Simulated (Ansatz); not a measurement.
Re:
Space group R-3m, hexagonal axes (No. 166); a = 2.756 Å, b = 2.756 Å, c = 20.023 Å, α = 90.00°, β = 90.00°, γ = 120.00°

| atom | site | symmetry | x | y | z |
|---|---|---|---|---|---|
| Re | 3a | -3m | 0.0000 | 0.0000 | 0.0000 |
| Re | 6c | 3m | 0.0000 | 0.0000 | 0.2223 |
(The calculation used a cell of 3 atoms; values per cell refer to that cell.)

Relaxed with r²SCAN+D4.

Which orbitals make up the states near the Fermi level in r²SCAN+D4 (plane waves, PAW; program Ansatz)?

Within 0.5 eV of the Fermi level: Re 5d 89 %, outside the projected shells 6 %. Projections are on Löwdin-orthogonalised atomic valence shells; empty p or d shells of many metals are not among them.

Tabulate the density of states.

States/eV per cell of 3 atoms, in 0.25 eV bins, energy from the Fermi level.

| E (eV) | total | Re 5d | Re 6s | Re 5p |
|---|---|---|---|---|
| -7.85 | 0.39 | 0.05 | 0.32 | 0.01 |
| -7.60 | 0.46 | 0.08 | 0.35 | 0.01 |
| -7.35 | 0.56 | 0.12 | 0.40 | 0.02 |
| -7.10 | 0.88 | 0.34 | 0.50 | 0.02 |
| -6.85 | 1.95 | 1.19 | 0.70 | 0.03 |
| -6.60 | 1.99 | 1.30 | 0.64 | 0.03 |
| -6.35 | 2.25 | 1.59 | 0.61 | 0.03 |
| -6.10 | 2.64 | 2.01 | 0.57 | 0.03 |
| -5.85 | 2.72 | 2.18 | 0.49 | 0.03 |
| -5.60 | 2.85 | 2.40 | 0.39 | 0.03 |
| -5.35 | 2.77 | 2.45 | 0.27 | 0.03 |
| -5.10 | 2.80 | 2.51 | 0.23 | 0.04 |
| -4.85 | 2.74 | 2.49 | 0.19 | 0.04 |
| -4.60 | 2.46 | 2.27 | 0.13 | 0.03 |
| -4.35 | 2.28 | 2.12 | 0.10 | 0.03 |
| -4.10 | 2.53 | 2.34 | 0.11 | 0.04 |
| -3.85 | 2.34 | 2.16 | 0.11 | 0.03 |
| -3.60 | 2.92 | 2.67 | 0.15 | 0.04 |
| -3.35 | 3.30 | 3.03 | 0.16 | 0.04 |
| -3.10 | 2.70 | 2.47 | 0.13 | 0.03 |
| -2.85 | 2.27 | 2.06 | 0.12 | 0.03 |
| -2.60 | 3.23 | 2.95 | 0.15 | 0.04 |
| -2.35 | 3.42 | 3.13 | 0.16 | 0.03 |
| -2.10 | 3.97 | 3.60 | 0.21 | 0.04 |
| -1.85 | 3.54 | 3.17 | 0.21 | 0.03 |
| -1.60 | 3.61 | 3.22 | 0.24 | 0.03 |
| -1.35 | 3.68 | 3.32 | 0.20 | 0.02 |
| -1.10 | 4.01 | 3.66 | 0.20 | 0.02 |
| -0.85 | 3.63 | 3.23 | 0.22 | 0.02 |
| -0.60 | 2.45 | 2.12 | 0.15 | 0.02 |
| -0.35 | 2.53 | 2.22 | 0.13 | 0.01 |
| -0.10 | 2.48 | 2.21 | 0.11 | 0.01 |
| 0.15 | 2.26 | 2.02 | 0.09 | 0.01 |
| 0.40 | 2.26 | 2.05 | 0.08 | 0.01 |
| 0.65 | 2.05 | 1.86 | 0.07 | 0.01 |
| 0.90 | 1.78 | 1.60 | 0.05 | 0.00 |
| 1.15 | 1.76 | 1.61 | 0.04 | 0.00 |
| 1.40 | 1.43 | 1.32 | 0.04 | 0.00 |
| 1.65 | 1.72 | 1.63 | 0.04 | 0.00 |
| 1.90 | 2.23 | 2.13 | 0.05 | 0.00 |
| 2.15 | 2.07 | 1.97 | 0.06 | 0.00 |
| 2.40 | 1.99 | 1.89 | 0.06 | 0.00 |
| 2.65 | 2.16 | 2.04 | 0.07 | 0.00 |
| 2.90 | 2.39 | 2.26 | 0.08 | 0.00 |
| 3.15 | 2.61 | 2.47 | 0.09 | 0.00 |
| 3.40 | 2.73 | 2.58 | 0.09 | 0.00 |
| 3.65 | 3.03 | 2.87 | 0.10 | 0.00 |
| 3.90 | 3.51 | 3.31 | 0.12 | 0.00 |
| 4.15 | 3.65 | 3.42 | 0.15 | 0.00 |
| 4.40 | 3.39 | 3.13 | 0.17 | 0.00 |
| 4.65 | 1.61 | 1.36 | 0.17 | 0.00 |

The workflow started from a Materials Project entry (that database holds measured and hypothetical structures alike); the Crystallography Open Database copy checked does not list it. It is not the phase usual at ambient conditions (space group No. 194). The cell was relaxed with r²SCAN+D4 under the symmetry of its start; whether a distortion lowers the energy is not shown. The run is not spin-polarised. The pairwise dispersion correction was not fitted to metals. Axis ratios of metals converge slowly with the k-mesh, so a and c are less sure than the volume. Spin–orbit coupling is left out wherever it is not named.

Potentials: the later of the program's two PAW sets.
